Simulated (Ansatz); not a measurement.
According to plane-wave PAW r²SCAN (Ansatz code), ZnGaNO in the orthorhombic phase (Pna2_1; Zn on 4a, Ga on 4a, O on 4a, N on 4a) relaxes to a = 5.601 Å, b = 6.432 Å, c = 5.187 Å. Zn has 4 nearest neighbours from 1.97 Å (tetrahedral); Ga has 4 nearest neighbours from 1.88 Å (tetrahedral); O has 4 nearest neighbours from 1.93 Å (tetrahedral); N has 4 nearest neighbours from 1.88 Å (tetrahedral). Against the elements it lies at -1.09 eV/atom, with no fitted shifts.

The Kohn–Sham gap is 1.69 eV (smallest direct gap 1.70 eV). Electrons at the band edge weigh 0.17, 0.18, 0.19 mₑ (principal values). The hole mass is 0.91, 1.6, 6.3 mₑ (principal values).

An equation-of-state fit gives a bulk modulus of 163 GPa. Bader charges are Zn +1.18, Ga +1.76, O -1.33, N -1.61 e.

The start of the workflow was typed in or built on a structure type; neither database checked (COD, Materials Project) lists it. Its standing as an ambient phase is unchecked. The cell was relaxed with r²SCAN under the symmetry of its start; whether a distortion lowers the energy is not shown. The references are the lowest solids computed at this level, not always the standard phases (solids in place of the gases). Scalar-relativistic: spin–orbit coupling is off unless named, which matters more the heavier the elements.

Potentials: the earlier of the program's two PAW sets.
